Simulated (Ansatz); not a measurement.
### Question
Each is relaxed and computed with the program Ansatz at the r²SCAN level (PAW). Which is the only one with a gap?
A. Nb3Si2, P4/mbm (Nb on 2a, Nb on 4h, Si on 4g)
B. Y3Si2Ni6, Im-3m (Y on 12e, Si on 8c, Ni on 24h)
C. LaSi2, I4_1/amd (La on 4b, Si on 8e)
D. Si3N4, I-43d (N on 16c, Si on 12b)

### Answer
D, Si3N4, I-43d (N on 16c, Si on 12b). Si3N4: gap 4.74 eV (indirect); Nb3Si2: metal; Y3Si2Ni6: metal; LaSi2: metal. Not the usual ambient phase: Si3N4, I-43d (N on 16c, Si on 12b). Standing as an ambient phase not checked: Nb3Si2, P4/mbm (Nb on 2a, Nb on 4h, Si on 4g); Y3Si2Ni6, Im-3m (Y on 12e, Si on 8c, Ni on 24h); LaSi2, I4_1/amd (La on 4b, Si on 8e). All cells were relaxed under the symmetry of their starts (and spin orders); stability against distortions was not tested throughout. Rows with no word on spin ran without spin polarisation. Scalar-relativistic: spin–orbit coupling is off unless named, which matters more the heavier the elements.

Potentials: the later of the program's two PAW sets.
